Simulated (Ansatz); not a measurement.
Cu Kα1 powder pattern (kinematic, no thermal factors).
2θ (°) (relative intensity): 20.87 (86), 24.14 (2), 34.41 (4), 40.59 (100), 42.48 (82), 49.45 (29), 54.23 (20), 61.63 (1), 65.82 (29), 72.53 (30), 76.43 (14), 86.58 (10), 87.83 (30)

The pattern is computed from a structure relaxed with DFT PBE, scalar-relativistic, plane waves, PAW (Ansatz 0.2.0). No spin polarisation. Its elements are K, O, Ru.

Problem. Give the structure.

Solution. KRu₄O.
Space group F-43m (No. 216). a = 7.366 Å, b = 7.366 Å, c = 7.366 Å, α = 90.00°, β = 90.00°, γ = 90.00°
```json
{"atom": "K", "site": "4a", "symmetry": "-43m", "x": "0.0000", "y": "0.0000", "z": "0.0000"}
{"atom": "Ru", "site": "16e", "symmetry": ".3m", "x": "0.8762", "y": "0.3762", "z": "0.8762"}
{"atom": "O", "site": "4d", "symmetry": "-43m", "x": "0.2500", "y": "0.2500", "z": "0.7500"}
```

A pattern alone doesn't exclude other cells with like lines; this is the one computed.

Another cell of KRu4O relaxed alike, in P4/mmm, lies 0.51 eV/atom lower, so this cell isn't the stable form at this level.

The structure comes from a generated guess; another structure or a mixture of phases may lie lower.
